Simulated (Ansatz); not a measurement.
Field gradients of Co from run to run

Cell of run 1: an entry of the Crystallography Open Database (COD), whose atoms a relaxation with PBE at fixed cell left in place.

```
Co
1.0
     2.50740    0.00000    0.00000
    -1.25370    2.17147    0.00000
     0.00000    0.00000    4.06990
Co
2
Direct
  0.33333 0.66667 0.25000
  0.66667 0.33333 0.75000
```

Sites (sets of like atoms) are named by element and the number of their first atom in this list.

All runs are DFT with Ansatz 0.2.0 (plane waves and PAW, scalar-relativistic unless spin–orbit coupling is named, Γ-centred meshes, Fermi–Dirac smearing where given) in this cell. Start moments of run 1 as typed (μB): 2 on each Co. Antiparallel start moments (μB): -2 2 by atom.

Run 1: PBE, parallel start moments, atoms relaxed; 420 eV, 15×15×8 k-points, smearing 0.05 eV.
Run 2: r2SCAN, parallel start moments, at the relaxed atoms; 500 eV, 15×15×8 k-points, smearing 0.05 eV.
Run 3: PBE, antiparallel start moments, at the relaxed atoms; 420 eV, 15×15×8 k-points, smearing 0.05 eV.

```csv
run,Co V_zz (η),absolute moment (μB)
1,-0.23 (0.00),3.6
2,-0.10 (0.00),4.2
3,?,?
```

V_zz in 10²¹ V/m².

(1) Estimate the row of run 3.

Results:

(1) Co: -0.23 (0.00); absolute moment (μB): 3.6. It lies nearest to run 1, from whose tensors on these sites it differs by 0.00 at most (largest principal value of the difference). Taken one at a time, the functional (r2SCAN with its higher cutoff) moves the tensors on these sites by up to 0.12 (largest principal value of the change, on Co), the magnetic start by 0.00.

With these PAW files V_zz is typically within 2 to 3 % of all-electron values, but misses above 10 % occur on Co. In run 2 the program didn't check the stability of the electronic state in full, so a lower one may lie near. In runs 1, 2, 3 there is no gap above 0.1 eV, so the gradients can move by 10 % or more with the k-mesh. The cell isn't the equilibrium one in run 2 (calculated pressure -9 GPa), and the entry's cell may itself be off. Run 3: The run lost part of its start moments, as the program notes; a state with other moments may lie lower.
